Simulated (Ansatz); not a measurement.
Consider the following.

Bi2Se3:
```
Bi2Se3
1.0
    4.14418     0.00000     0.00000
   -2.07209     3.58896     0.00000
    0.00000     0.00000    10.57474
Bi Se
2 3
Direct
  0.33333   0.66667   0.18306
  0.66667   0.33333   0.81694
  0.00000   0.00000   0.00000
  0.33333   0.66667   0.67122
  0.66667   0.33333   0.32878
```

This is the HSE06-relaxed structure. Cartesian axes are those of the cell as given.

Problem. All from HSE06 in the plane-wave PAW code Ansatz, unless another level is named. Predict the smallest direct gap on the standard path.

Solution. 1.32 eV.

Problem. Next, the band gap?

Solution. 1.28 eV (indirect).

Problem. Next, the conduction-band minimum?

Solution. at Γ.

Problem. Predict the valence-band maximum.

Solution. off the standard path, at k = (-0.005, 0.177, 0.391) in fractions of the reciprocal vectors.

Space group P-3m1 (La2O3 or Ni2Al3 type). A made-up cell: these elements were put on the sites of a structure type; neither database checked (COD, Materials Project) lists it. It is not the phase usual at ambient conditions (space group No. 166). Symmetry was held in the HSE06 relaxation; its stability against distortions is not shown here. The hybrid was solved on a coarse mesh, the path and, where they were found, the r²SCAN edge points; its band edges are the extreme levels among these. Scalar-relativistic: spin–orbit coupling is off unless named, which matters more the heavier the elements.

Potentials: the later of the program's two PAW sets.
